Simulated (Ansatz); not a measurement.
Ionic part of the dielectric constant of LiF at 22 GPa, mode by mode

All numbers below come from DFT LDA, scalar-relativistic, plane waves, PAW in Ansatz. Cutoff 420 eV, 10×10×10 k-points (Γ-centred), fixed occupations. No spin polarisation. Phonons by linear response, acoustic sum rule imposed.

Symmetry: Fm-3m, No. 225, cubic system. Conventional cell: a = 3.688 Å, b = 3.688 Å, c = 3.688 Å, α = 90.00°, β = 90.00°, γ = 90.00°. Li (site symmetry m-3m) has 6 F at 1.84 Å as nearest neighbours. F (site symmetry m-3m) is surrounded by 6 Li at 1.84 Å.

The primitive cell has V = 12.54 Å³ and ε∞,yy = 2.172. Each polar mode adds Δε = (4.92064×10⁷/V)·S/ν² along y, with S its oscillator strength in e²/amu, ν in cm⁻¹ and V in Å³.

**Question.** From these modes, find each Δε and ε0,yy.
```csv
ν (cm⁻¹),S_yy (e²/amu)
501.3,0.205
```

**Answer.**
```tsv
ν (cm⁻¹)	Δε
501.3	3.20
```

The sum is 3.200, so ε0,yy = 5.37; the run's tensor has 5.37.

**Question.** Where do the longitudinal modes lie for a wave vector along y?

**Answer.** At 788 cm⁻¹. The Lyddane–Sachs–Teller product Π(ν_LO/ν_TO)² = 2.47 matches ε0/ε∞ = 2.47.